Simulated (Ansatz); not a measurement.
Relaxed-ion elastic tensor of Au (fcc (Cu type), Fm-3m) in GPa (Voigt order), PBE+D3(BJ) in the plane-wave PAW code Ansatz; density 18.96 g/cm³, 17.25 Å³ per atom.

```
 182   154   154   0.0   0.0   0.0
 154   182   154   0.0   0.0   0.0
 154   154   182   0.0   0.0   0.0
 0.0   0.0   0.0  36.6   0.0   0.0
 0.0   0.0   0.0   0.0  36.6   0.0
 0.0   0.0   0.0   0.0   0.0  36.6
```

Problem. Is the crystal mechanically stable?

Solution. Yes: the smallest eigenvalue of C is 27.7 GPa.

Problem. Work out the Voigt, Reuss and Hill averages.

Solution. K_V = 163, K_R = 163, K_H = 163; G_V = 27.5, G_R = 22.1, G_H = 24.8 GPa.

Problem. Give Young's modulus, Poisson's ratio, Pugh's ratio and the universal anisotropy index.

Solution. E = 9KG/(3K + G) = 70.8 GPa; ν = 0.43; K/G = 6.59 (ductile by the Pugh limit of 1.75); A_U = 5G_V/G_R + K_V/K_R − 6 = 1.22.

Problem. Estimate the sound speeds and the Debye temperature.

Solution. v_l = √((K + 4G/3)/ρ) = 3220 m/s, v_t = √(G/ρ) = 1140 m/s, mean 1300 m/s; Θ = (h/k)(3n/4πV)^(1/3) v_m = 150 K.

Problem. Give the Zener ratio and Young's modulus along [100], [110] and [111].

Solution. A = 2C44/(C11 − C12) = 2.64; 1/E = S11 − 2(S11 − S12 − S44/2)Γ with Γ = 0, 1/4, 1/3 gives 40.5, 74.0, 102 GPa.

Problem. Solve the Christoffel equation for the three sound speeds along [100], [110], [111].

Solution. Eigenvalues of C_ijkl n_j n_l equal ρv². In km/s, slowest first: [100] 1.39, 1.39, 3.10; [110] 0.86, 1.39, 3.29; [111] 1.06, 1.06, 3.35.

The PBE+D3(BJ) relaxation kept the symmetry of its start. The pairwise dispersion correction was not fitted to metals. As this level gives no gap, shear constants depend on the k-mesh and smearing (Fermi–Dirac, 0.1 eV here). Spin–orbit coupling is left out wherever it is not named.

Potentials: the later of the program's two PAW sets.
